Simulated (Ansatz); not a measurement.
ZrSi₂ in space group Cmcm (No. 63; Si on 4c, Si on 4c, Zr on 4c) under volume change, plane-wave PAW LDA (Ansatz code), shape and atoms relaxed at each volume.

```json
[
 {"V (Å³/atom)": "14.582", "E − E(relaxed) (meV/atom)": "65.0", "P (GPa)": "15.62"},
 {"V (Å³/atom)": "15.062", "E − E(relaxed) (meV/atom)": "27.4", "P (GPa)": "9.62"},
 {"V (Å³/atom)": "15.543", "E − E(relaxed) (meV/atom)": "6.5", "P (GPa)": "4.45"},
 {"V (Å³/atom)": "16.024", "E − E(relaxed) (meV/atom)": "0.0", "P (GPa)": "0.00"},
 {"V (Å³/atom)": "16.504", "E − E(relaxed) (meV/atom)": "5.9", "P (GPa)": "-3.84"},
 {"V (Å³/atom)": "16.985", "E − E(relaxed) (meV/atom)": "22.6", "P (GPa)": "-7.18"},
 {"V (Å³/atom)": "17.466", "E − E(relaxed) (meV/atom)": "48.5", "P (GPa)": "-10.03"}
]
```

Q: What does a third-order Birch–Murnaghan fit give for V₀, B₀ and B′?

A: V₀ = 16.02 Å³/atom, B₀ = 138 GPa, B′ = 3.9.

Symmetry was held in the LDA relaxation. The run is not spin-polarised.

Potentials: the later of the program's two PAW sets.
